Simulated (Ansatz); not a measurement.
Molecular dynamics on a 2×2×2 supercell (32 atoms) of SnC3 (ordering on diamond), relaxed with r2SCAN. Forces come from r2SCAN in the plane-wave code Ansatz: a Langevin thermostat at fixed volume, 200 K, steps of 3 fs. Computed, non-magnetic; the trajectory is short and the cell small, so nothing here is a converged average. The structure comes from a prototype and may be hypothetical.

```yaml
crystal:
  lattice:
    - [5.9577764861, 0.0, 0.0]
    - [0.0, 5.9577764861, 0.0]
    - [0.0, 0.0, 9.2870333508]
  atoms:
    - { symbol: C, position: [0.25, 0.0, 0.4101816375] }
    - { symbol: C, position: [0.25, 0.25, 0.0] }
    - { symbol: C, position: [0.0, 0.25, 0.0898183625] }
    - { symbol: Sn, position: [0.0, 0.0, 0.25] }
    - { symbol: C, position: [0.25, 0.0, 0.9101816375] }
    - { symbol: C, position: [0.25, 0.25, 0.5] }
    - { symbol: C, position: [0.0, 0.25, 0.5898183625] }
    - { symbol: Sn, position: [0.0, 0.0, 0.75] }
    - { symbol: C, position: [0.25, 0.5, 0.4101816375] }
    - { symbol: C, position: [0.25, 0.75, 0.0] }
    - { symbol: C, position: [0.0, 0.75, 0.0898183625] }
    - { symbol: Sn, position: [0.0, 0.5, 0.25] }
    - { symbol: C, position: [0.25, 0.5, 0.9101816375] }
    - { symbol: C, position: [0.25, 0.75, 0.5] }
    - { symbol: C, position: [0.0, 0.75, 0.5898183625] }
    - { symbol: Sn, position: [0.0, 0.5, 0.75] }
    - { symbol: C, position: [0.75, 0.0, 0.4101816375] }
    - { symbol: C, position: [0.75, 0.25, 0.0] }
    - { symbol: C, position: [0.5, 0.25, 0.0898183625] }
    - { symbol: Sn, position: [0.5, 0.0, 0.25] }
    - { symbol: C, position: [0.75, 0.0, 0.9101816375] }
    - { symbol: C, position: [0.75, 0.25, 0.5] }
    - { symbol: C, position: [0.5, 0.25, 0.5898183625] }
    - { symbol: Sn, position: [0.5, 0.0, 0.75] }
    - { symbol: C, position: [0.75, 0.5, 0.4101816375] }
    - { symbol: C, position: [0.75, 0.75, 0.0] }
    - { symbol: C, position: [0.5, 0.75, 0.0898183625] }
    - { symbol: Sn, position: [0.5, 0.5, 0.25] }
    - { symbol: C, position: [0.75, 0.5, 0.9101816375] }
    - { symbol: C, position: [0.75, 0.75, 0.5] }
    - { symbol: C, position: [0.5, 0.75, 0.5898183625] }
    - { symbol: Sn, position: [0.5, 0.5, 0.75] }
kpoints:
  mp_grid: { grid: [2, 2, 2] }
hamiltonian:
  xc: r2scan
scf:
  occupations: { method: fermi_dirac, width: 0.02 }
md:
  ensemble: nvt_langevin
  temperature: 200
  timestep: 3.0
  n_steps: 20
  initial_velocities: maxwell_boltzmann
  seed: 7315
```

Command: `ansatz run input.yaml --threads 4 --pin off --max-ram 3686MiB --backend cpu --events-out ev --progress --plain --runs-dir out`.

Task: What wall time did it need on 4 threads of Arm Neoverse V2, with other jobs on the host, load about 0.3 per core, and how much host memory at the peak?

Result: About 3.9 min, with a peak of 2.2 GiB.

```tsv
step	t (fs)	T (K)	free energy F from step 0 (meV/atom)	kinetic energy (meV/atom)	largest force (eV/Å)
0	0	194	0.0	25.0	0.00
1	3	185	2.2	24.0	0.70
2	6	159	7.3	20.5	1.22
3	9	128	12.5	16.5	1.47
4	12	107	15.7	13.9	1.51
5	15	104	16.7	13.5	1.61
6	18	102	16.2	13.2	1.55
7	21	112	14.9	14.4	1.46
8	24	112	13.5	14.5	1.38
9	27	137	11.7	17.7	1.22
10	30	152	9.9	19.7	1.15
11	33	149	9.8	19.3	0.95
12	36	156	11.2	20.1	1.12
13	39	151	13.9	19.5	1.38
14	42	118	16.8	15.3	1.55
15	45	103	18.1	13.3	1.58
16	48	115	17.1	14.8	1.53
17	51	147	14.4	19.0	1.45
18	54	165	11.2	21.4	1.24
19	57	185	8.6	23.9	1.24
20	60	207	7.7	26.7	1.44
```

The temperature starts at 194 K, is lowest at step 6 (102 K, 18 fs) and ends at 207 K. The atoms start on their lattice sites with kinetic energy alone, so much of it first passes into potential energy. By the last step the atoms have moved 0.15 Å in the root mean square, the drift of the whole cell taken out, 0.40 Å at most.

Positions (Å) and forces (eV/Å) at step 20:
```
C    1.539   0.063   3.796     0.264   0.063   0.619
C    1.506   1.452   0.048    -0.756   0.179  -1.211
C   -0.155   1.463   0.857     0.478   0.626   0.171
Sn   0.043   0.018   2.344    -0.672  -0.510   0.043
C    1.451  -0.154   8.452     0.467  -0.389   0.042
C    1.612   1.497   4.668    -0.158  -0.239   0.045
C    0.203   1.511   5.456     0.157  -0.292   0.209
Sn  -0.028   0.046   6.964     0.046  -0.211   0.254
C    1.500   3.183   3.798    -0.323   0.219  -0.018
C    1.546   4.404  -0.030    -0.419  -0.001   0.842
C    0.095   4.451   0.862    -0.050   0.414  -0.607
Sn  -0.061   3.010   2.349     0.537  -0.806   0.060
C    1.519   2.830   8.457    -0.245   0.434   0.043
C    1.597   4.586   4.556     0.166  -0.501  -0.375
C   -0.388   4.552   5.522    -0.064  -1.084   0.517
Sn   0.008   2.992   6.965    -0.173   0.525  -0.325
C    4.438  -0.202   3.833     0.597   0.279  -0.338
C    4.431   1.483  -0.007    -0.135   0.356   0.232
C    2.846   1.504   0.829    -0.096   0.005   0.069
Sn   3.029   0.002   2.254    -0.074   0.390   0.916
C    4.447   0.038   8.465    -0.129   0.162  -0.008
C    4.471   1.329   4.593    -0.167   0.094  -0.159
C    3.109   1.435   5.460    -0.444   0.380   0.203
Sn   2.952  -0.038   6.977     0.029   0.259   0.067
C    4.415   2.576   3.753     0.276   0.145   0.093
C    4.467   4.498  -0.006     0.482  -0.220   0.314
C    3.070   4.482   0.835     0.177  -0.794  -0.857
Sn   2.965   2.978   2.335    -0.235  -0.126  -0.774
C    4.462   2.970   8.467     0.289   0.121  -0.223
C    4.325   4.473   4.703    -0.042   1.146   0.626
C    2.853   4.462   5.435     0.120   0.040  -0.206
Sn   2.993   2.979   6.944     0.098  -0.665  -0.265
```
